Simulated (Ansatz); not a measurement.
Ca3GeO (anti-perovskite, Pm-3m), LDA (plane waves, PAW; program Ansatz), all energies at zero smearing, with the estimated change up to a 700 eV cutoff added, with one set of potentials and settings (totals compare only within such a set). Cell of 5 atoms (3 Ca, 1 Ge, 1 O): -10094.857 eV.

| element | reference phase | E (eV/atom) |
|---|---|---|
| Ca | Fm-3m, 1 atoms in the cell | -1772.6031 |
| Ge | Fd-3m, 2 atoms in the cell | -4215.7216 |
| O | C2/m, 4 atoms in the cell, spin-polarised | -552.6518 |

Formation energy per atom, worked out: (-10094.857 − 3×(-1772.6031) − 1×(-4215.7216) − 1×(-552.6518))/5 = -1.735 eV/atom (-167 kJ per mol of atoms), at 0 K, without zero-point energy or fitted corrections.

The first step of the workflow began from a Materials Project structure, measured or hypothetical; the Crystallography Open Database files this formula in space group No. 221, but the cells were not matched. Its standing as an ambient phase is unchecked. The cell was relaxed with LDA under the symmetry of its start; of distortions, only those at the zone centre were tested. The references are the lowest solids computed at this level, not always the standard phases (solids in place of the gases).

Potentials: the later of the program's two PAW sets.
